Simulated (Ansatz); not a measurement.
## GdGa3Cu single point

Input file of Ansatz 0.2.0:

```yaml
crystal:
  lattice:
    - [4.637445, 0.288405, -0.037224]
    - [1.055812, 3.897176, 0.534531]
    - [-0.009911, -0.441951, 5.106978]
  atoms:
    - { symbol: Gd, position: [0.966813, 0.274207, 0.200065] }
    - { symbol: Cu, position: [0.052708, 0.731255, 0.767845] }
    - { symbol: Ga, position: [0.373935, 0.615354, 0.377325] }
    - { symbol: Ga, position: [0.561881, 0.92874, 0.051827] }
    - { symbol: Ga, position: [0.410387, 0.090146, 0.614877] }
kpoints:
  mp_grid: { grid: [4, 5, 4], shift: [0.0, 0.0, 0.0] }
magnetization:
  spin_polarized: false
scf:
  occupations: { method: fermi_dirac }
  lower_state_search: "off"
  max_iter: 200
hamiltonian:
  pseudopotentials: { kind: paw }
  xc: r2scan
basis:
  ecutwfc: 500
  fft_grid_basis: typed
output:
  forces: true
  stress: true
  eigenvalues: true
  bader: true
  populations: true
  elf: true
  write_potential: true
  volumetric_format: npy
  dos:
    e_range: [-12, 8]
    de: 0.05
    projected: { site_lists: { Cu: [Cu], Ga: [Ga], Gd: [Gd] } }
checkpoint:
  read: saved_state
```

The saved state is an earlier solution for the same cell, perhaps on another mesh. 

Parts of the output:

```
Gd: projections on atomic orbitals take those of the free atom [Kr 4d10] 4f7 5s2 5p6 5d1 6s2, of charge +0.00 (hamiltonian.pseudopotentials.projection_atoms); the dataset's partial waves leave at most 2.5e-4 of an orbital's norm unspanned inside its sphere
Pseudopotentials: kind: paw
Pseudopotential: Gd, paw, valence charge 18, recommended cutoff 500 eV (meta_gga), Gd.paw.azcp
Pseudopotential: Cu, paw, valence charge 19, recommended cutoff 500 eV (meta_gga), Cu.paw.azcp
Pseudopotential: Ga, paw, valence charge 13, recommended cutoff 500 eV (meta_gga), Ga.paw.azcp
Functional definition: r2SCAN
  exchange = r2scan_x(k0 = k0, k1 = k1, a1 = a1)
  correlation = r2scan_c
Crystal: 5 atoms, lattice volume = 91.853 Å³
Basis set: ecut = 500 eV, 2343 PW (Γ), exchange–correlation on 144×120×160 points (64 copies of the dense FFT grid, shifted against one another)
Bands: 46, of which v1, the nominal top of the filled ones, is band 38 counted from 1 (37 counted from 0)
Symmetry: 1 space group operations
Space group: P1 (ITA 1), of the structure as read, at distance tolerance 4.5e-5 Å
k-points: 42 of 80 (time reversal used)
Initial density: read from a saved state, or passed on in memory by an earlier SCF of this step, an earlier step, the calling program or the single point that the run made first
Functional: x = r2scan, c = r2scan; τ floored in thin density (d = 2e-4 eV/Å³)
SCF iter   1: F=-27339.8733 eV  Δρ=1.80e-2  dr2=3.10e-2  dr2_τ=1.85e0
SCF iter   2: F=-27339.9222 eV  Δρ=4.31e-3  dr2=1.71e-2  dr2_τ=2.32e-4
SCF iter   3: F=-27339.8565 eV  Δρ=8.61e-3  dr2=6.71e-2  dr2_τ=7.28e-4  recentre
SCF iter   4: F=-27339.9307 eV  Δρ=3.01e-3  dr2=7.30e-3  dr2_τ=2.59e-4
SCF iter   5: F=-27339.9367 eV  Δρ=1.25e-3  dr2=8.94e-4  dr2_τ=1.05e-4
SCF iter   6: F=-27339.9372 eV  Δρ=6.44e-4  dr2=2.93e-4  dr2_τ=4.62e-6
SCF iter   7: F=-27339.9374 eV  Δρ=3.04e-4  dr2=9.00e-5  dr2_τ=1.03e-6
SCF iter   8: F=-27339.9374 eV  Δρ=1.44e-4  dr2=2.45e-5  dr2_τ=2.10e-7
SCF iter   9: F=-27339.9374 eV  Δρ=4.96e-5  dr2=1.75e-6  dr2_τ=5.06e-8
SCF iter  10: F=-27339.9374 eV  Δρ=6.78e-5  dr2=3.88e-6  dr2_τ=5.11e-8
SCF iter  11: F=-27339.9374 eV  Δρ=4.67e-5  dr2=2.09e-6  dr2_τ=1.81e-8
SCF iter  12: F=-27339.9374 eV  Δρ=1.40e-5  dr2=1.67e-7  dr2_τ=6.24e-9
SCF iter  13: F=-27339.9374 eV  Δρ=1.62e-5  dr2=2.68e-7  dr2_τ=1.11e-9
SCF iter  14: F=-27339.9374 eV  Δρ=1.27e-5  dr2=1.56e-7  dr2_τ=7.47e-10
SCF iter  15: F=-27339.9374 eV  Δρ=1.19e-5  dr2=1.38e-7  dr2_τ=2.95e-10
SCF iter  16: F=-27339.9374 eV  Δρ=7.33e-6  dr2=4.74e-8  dr2_τ=1.17e-10
Free energy (F): -27339.9374 eV
Harris-Foulkes:  -27339.9374 eV  (|F-HF|=3.29e-8)
Internal energy: -27339.8248 eV  (E = F + TS)
E sigma→0 (E₀):  -27339.8811 eV
Entropy (-TS):   -0.1126 eV (-22.523 meV/atom)
Fermi energy:    12.4289 eV
--- Per-component energies (eV) ---
  E_band       = -489.4665
  E_kinetic    = 1053.6456
  E_local      = -12370.7164  (includes V_loc(G=0)·N_el)
  E_nonlocal   = 1976.8395
  E_hartree    = 5629.4233
  E_xc         = -497.9051
  E_vxc        = -588.8966  (∫ρ·V_xc dr)
  E_paw        = -14154.6864  (= ΣΔE_a)
  E_vpaw       = -1853.5086  (= ΣTr[D̂ρ^β])
  E_aug_tail   = 0.0000  (compensation charges beyond the density's cutoff)
  E_vtau       = 34.3100  (kinetic-family band-sum trace: ∫τ·v_τ [+ j·A + Jᵃ·Aᵃ] dr)
  E_ewald      = -8974.5042
  E_core_change = -1.9210  (= ΣΔE_core)
  E_smearing   = -0.1126  (= −TS)
--- Forces (eV/Å), atoms counted from 1 ---
  atom   1  Gd    -0.3303    -0.1917    -0.1730
  atom   2  Cu    -0.2089     0.4155    -0.1183
  atom   3  Ga    -0.4550    -0.4459     0.0039
  atom   4  Ga     0.5075     0.0288    -0.7025
  atom   5  Ga     0.4867     0.1933     0.9900
--- Stress (GPa, compression-positive) ---
        8.4032      -0.4893       3.1287
       -0.4879      16.7164      -1.7972
        3.1289      -1.7950       7.8673
  P = ⅓ Tr σ = 10.9956 GPa (109.956 kbar)
--- Löwdin populations: 5 sites ---
  site symbol       q [e]
     0     Gd     17.7583
     1     Cu     18.3040
     2     Ga     13.2750
     3     Ga     13.2282
     4     Ga     13.2751
  spilling = 0.0021 (of n_electrons = 76.0000)
```

Origin: a disordered cell, so it need not be a known compound. Caveats: no spin polarisation, so a magnetic state may lie lower; open f shell without moments; the k mesh is coarse if the cell is a metal.
